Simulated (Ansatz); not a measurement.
Relaxed Os (hcp, Mg type):

```xyz
4
Lattice="5.4767 0.0000 0.0000 -1.3692 2.3715 0.0000 0.0000 0.0000 4.3159" Properties=species:S:1:pos:R:3 pbc="T T T"
Os     0.0000     1.5810     3.2369
Os     2.7383     1.5810     3.2369
Os     1.3692     0.7905     1.0790
Os     4.1075     0.7905     1.0790
```

In this cell atom 1 (Os, nearest neighbour Os at 2.675 Å; its periodic images, 2.7 Å or more away, move with it) is moved by u·(1.000, 0.000, 0.000) + v·(0.000, 1.000, 0.000); the rest is frozen.

All values below come from r2SCAN (plane waves to 500 eV, PAW, scalar-relativistic; Ansatz, a quantum-chemistry and plane-wave program). k mesh 8×16×9 (Γ-centred), Fermi-Dirac smearing 0.05 eV. E stands for the smeared free energy. Points where atoms come too close for the PAW data are left out (x in tables, blank in figures). With partly filled bands, energies and forces of such displacements shift with the k mesh and the smearing. Os is run without spin polarisation. Os was relaxed with its symmetry unable to fall. Spin-orbit coupling is left out, though Os is heavy. The last digit holds for this mesh only.

Changes of ΔE (eV/cell) from the point u = 0.000 Å, v = 0.000 Å when one coordinate moves alone (two changes are said to add if the coupling is within 5 % of the smaller one, nearly so within 20 %):

| point | change |
|---|---|
| u = 0.000 Å, v = -0.670 Å | 3.3258 |
| u = 0.000 Å, v = -0.335 Å | 0.8087 |
| u = -0.335 Å, v = 0.000 Å | 0.9372 |
| u = 0.335 Å, v = 0.000 Å | 0.9271 |
| u = 0.000 Å, v = 0.335 Å | 0.7880 |
| u = 0.000 Å, v = 0.670 Å | 3.6390 |

### Question
What is the change at u = -0.335 Å, v = 0.670 Å, where both move, and how far is it from the sum?

### Answer
The sum of the single changes is 0.9372 + (3.6390) = 4.5762; the calculation gives 2.9258, so the coupling contributes -1.6504 (over 20 % of the smaller single change, not additive).

### Question
What is the change at u = -0.335 Å, v = 0.335 Å, where both move, and how far is it from the sum?

### Answer
The sum of the single changes is 0.9372 + (0.7880) = 1.7252; the calculation gives 1.4600, so the coupling contributes -0.2652 (over 20 % of the smaller single change, not additive).

(For displaced atoms, the force is minus the slope of the energy, and its curvature is a force constant, which sets phonon frequencies.)
